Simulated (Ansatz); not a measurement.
ScF3:
```
CELL_PARAMETERS angstrom
      4.03341     0.00000     0.00000
      0.00000     4.03341     0.00000
      0.00000     0.00000     4.03341
ATOMIC_POSITIONS crystal
  Sc 0.00000 0.00000 0.00000
  F  0.00000 0.00000 0.50000
  F  0.50000 0.00000 0.00000
  F  0.00000 0.50000 0.00000
```

x, y and z are the axes in which the lattice vectors are written.

Task: Give the high-frequency dielectric tensor and the Born effective charge tensors of the independent atoms from DFPT, r²SCAN in the plane-wave PAW code Ansatz.

Result: 
ε∞:
```
2.12  0.00  0.00
0.00  2.12  0.00
0.00  0.00  2.12
```
Z* of atom 1 (Sc), rows: field, columns: displacement, in e:
```
3.90  0.00  0.00
0.00  3.90  0.00
0.00  0.00  3.90
```
Z* of atom 2 (F), rows: field, columns: displacement, in e:
```
-0.66   0.00   0.00
 0.00  -0.66   0.00
 0.00   0.00  -2.58
```

Static charges for comparison (Bader): Sc1 +2.29, F2 -0.76 e. Born charges measure polarisation by displacement and can exceed these by far.

Space group Pm-3m (ReO3 type). The workflow started from a Materials Project entry (that database holds measured and hypothetical structures alike); the Crystallography Open Database files this formula in space group No. 221, but the cells were not matched. Its standing as an ambient phase is unchecked. Symmetry was held in the r²SCAN relaxation; phonons show weakly imaginary modes. The run is not spin-polarised.

Potentials: the earlier of the program's two PAW sets. The files were generated under PBE; for other functionals the program regenerates the frozen cores, and for LDA and PBEsol the local potential too.
